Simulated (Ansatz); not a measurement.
**TaGe2 in Ansatz, relaxation**

The command:

```bash
ansatz run input.yaml --threads 2 --pin off --max-ram 2560MiB --backend cpu --events-out ev --progress --plain --runs-dir out
```

Input:

```yaml
crystal:
  lattice:
    - [2.461409, 4.263281, 0.0]
    - [-2.461409, 4.263281, 0.0]
    - [0.0, 0.0, 7.595715]
  atoms:
    - { symbol: Ta, position: [0.5, 0.5, 0.5] }
    - { symbol: Ta, position: [0.5, 0.0, 0.83333] }
    - { symbol: Ta, position: [0.0, 0.5, 0.16667] }
    - { symbol: Ge, position: [0.167, 0.167, 0.5] }
    - { symbol: Ge, position: [0.833, 0.334, 0.83333] }
    - { symbol: Ge, position: [0.666, 0.167, 0.16667] }
    - { symbol: Ge, position: [0.833, 0.833, 0.5] }
    - { symbol: Ge, position: [0.167, 0.666, 0.83333] }
    - { symbol: Ge, position: [0.334, 0.833, 0.16667] }
  symmetry: { tolerance: 0.0003 }
kpoints:
  mp_grid: { grid: [8, 8, 5], shift: [0, 0, 0] }
magnetization:
  spin_polarized: false
scf:
  occupations: { method: fermi_dirac }
  lower_state_search: "off"
hamiltonian:
  pseudopotentials: { kind: paw }
  xc: r2scan
basis:
  ecutwfc: 500
  fft_grid_basis: typed
relax:
  max_steps: 60
  cell: { p_target: 20.0 }
  f_tol: 0.03
output:
  forces: true
  stress: true
  eigenvalues: true
  bader: true
  populations: true
  elf: true
  write_potential: true
  volumetric_format: npy
  dos:
    e_range: [-12, 8]
    de: 0.05
    projected: { site_lists: { Ge: [Ge], Ta: [Ta] } }
  write_density: true
checkpoint:
  read: saved_state
```

Origin of the cell: a database entry, scaled a little.

The smearing width isn't typed, so it takes its default of 0.1 eV.

The saved state is a converged single point of the same cell.

Steps («new basis» is an SCF on plane waves selected anew at the same cell):

```
step  ΔH (meV/atom)  max force component (eV/Å)  P (GPa)  volume (Å³)  SCF iterations   step was
   1            0.0                       0.212   -12.43       159.41               7   accepted
   2         -327.5                       0.246     0.18       144.02               7   accepted
   3         -483.0                       0.168    13.32       134.11               7   accepted
   4         -519.8                       0.033    19.54       131.14               7   accepted
   5         -521.4                       0.013    20.32       130.52               5   accepted
   6         -521.4                       0.002    20.01       130.70               4   accepted
   7         -520.4                       0.001    19.98       130.70               7  new basis
```

Step 1, with forces in eV/Å:

```xyz
9
Lattice="2.461 4.263 0.000 -2.461 4.263 0.000 0.000 0.000 7.596" Properties=species:S:1:pos:R:3:forces:R:3 pbc="T T T" step=1
Ta    0.000    4.263    3.798    0.000    0.000    0.000
Ta    1.231    2.132    6.330    0.000    0.000    0.000
Ta   -1.231    2.132    1.266    0.000    0.000    0.000
Ge    0.000    1.424    3.798    0.000   -0.212    0.000
Ge    1.228    4.975    6.330    0.183   -0.106    0.000
Ge    1.228    3.551    1.266    0.183    0.106    0.000
Ge    0.000    7.103    3.798    0.000    0.212    0.000
Ge   -1.228    3.551    6.330   -0.183    0.106    0.000
Ge   -1.228    4.975    1.266   -0.183   -0.106    0.000
```

Step 2, with forces in eV/Å:

```xyz
9
Lattice="2.399 4.156 0.000 -2.399 4.156 0.000 0.000 0.000 7.222" Properties=species:S:1:pos:R:3:forces:R:3 pbc="T T T" step=2
Ta    0.000    4.156    3.611    0.000    0.000    0.000
Ta    1.200    2.078    6.018    0.000    0.000    0.000
Ta   -1.200    2.078    1.204    0.000    0.000    0.000
Ge    0.000    1.382    3.611    0.000   -0.246    0.000
Ge    1.203    4.847    6.018    0.213   -0.123    0.000
Ge    1.203    3.465    1.204    0.213    0.123    0.000
Ge    0.000    6.930    3.611    0.000    0.246    0.000
Ge   -1.203    3.465    6.018   -0.213    0.123    0.000
Ge   -1.203    4.847    1.204   -0.213   -0.123    0.000
```

Step 3, with forces in eV/Å:

```xyz
9
Lattice="2.377 4.117 0.000 -2.377 4.117 0.000 0.000 0.000 6.854" Properties=species:S:1:pos:R:3:forces:R:3 pbc="T T T" step=3
Ta    0.000    4.117    3.427    0.000    0.000    0.000
Ta    1.188    2.058    5.711    0.000    0.000    0.000
Ta   -1.188    2.058    1.142    0.000    0.000    0.000
Ge    0.000    1.358    3.427    0.000   -0.168    0.000
Ge    1.201    4.795    5.711    0.146   -0.084    0.000
Ge    1.201    3.438    1.142    0.146    0.084    0.000
Ge    0.000    6.875    3.427    0.000    0.168    0.000
Ge   -1.201    3.438    5.711   -0.146    0.084    0.000
Ge   -1.201    4.795    1.142   -0.146   -0.084    0.000
```

Step 4, with forces in eV/Å:

```xyz
9
Lattice="2.407 4.169 0.000 -2.407 4.169 0.000 0.000 0.000 6.534" Properties=species:S:1:pos:R:3:forces:R:3 pbc="T T T" step=4
Ta    0.000    4.169    3.267    0.000    0.000    0.000
Ta    1.203    2.084    5.445    0.000    0.000    0.000
Ta   -1.203    2.084    1.089    0.000    0.000    0.000
Ge    0.000    1.360    3.267    0.000   -0.033    0.000
Ge    1.229    4.849    5.445    0.028   -0.016    0.000
Ge    1.229    3.489    1.089    0.028    0.016    0.000
Ge    0.000    6.978    3.267    0.000    0.033    0.000
Ge   -1.229    3.489    5.445   -0.028    0.016    0.000
Ge   -1.229    4.849    1.089   -0.028   -0.016    0.000
```

Step 5, with forces in eV/Å:

```xyz
9
Lattice="2.394 4.146 0.000 -2.394 4.146 0.000 0.000 0.000 6.576" Properties=species:S:1:pos:R:3:forces:R:3 pbc="T T T" step=5
Ta    0.000    4.146    3.288    0.000    0.000    0.000
Ta    1.197    2.073    5.480    0.000    0.000    0.000
Ta   -1.197    2.073    1.096    0.000    0.000    0.000
Ge    0.000    1.350    3.288    0.000    0.013    0.000
Ge    1.224    4.821    5.480   -0.011    0.006    0.000
Ge    1.224    3.471    1.096   -0.011   -0.006    0.000
Ge    0.000    6.941    3.288    0.000   -0.013    0.000
Ge   -1.224    3.471    5.480    0.011   -0.006    0.000
Ge   -1.224    4.821    1.096    0.011    0.006    0.000
```

Step 7, with forces in eV/Å:

```xyz
9
Lattice="2.395 4.149 0.000 -2.395 4.149 0.000 0.000 0.000 6.575" Properties=species:S:1:pos:R:3:forces:R:3 pbc="T T T" step=7
Ta    0.000    4.149    3.288    0.000    0.000    0.000
Ta    1.198    2.075    5.479    0.000    0.000    0.000
Ta   -1.198    2.075    1.096    0.000    0.000    0.000
Ge    0.000    1.352    3.288    0.000   -0.001    0.000
Ge    1.224    4.825    5.479    0.001   -0.001    0.000
Ge    1.224    3.473    1.096    0.001    0.001    0.000
Ge    0.000    6.946    3.288    0.000    0.001    0.000
Ge   -1.224    3.473    5.479   -0.001    0.001    0.000
Ge   -1.224    4.825    1.096   -0.001   -0.001    0.000
```

* Enthalpy lowered by: 520.4 meV/atom
* Volume change: -18.01 %
* Final pressure: 19.98 GPa
* Relaxation steps listed: 7

Caveats: no moments, though an odd count or open d shells may carry them; no spin-orbit coupling, though heavy elements are present; the relaxation held the start's symmetry, so the end may be a saddle point.

The run took 5.9 min on 2 threads of Arm Neoverse V1 (shared host), peak memory 0.89 GiB, from a saved density.
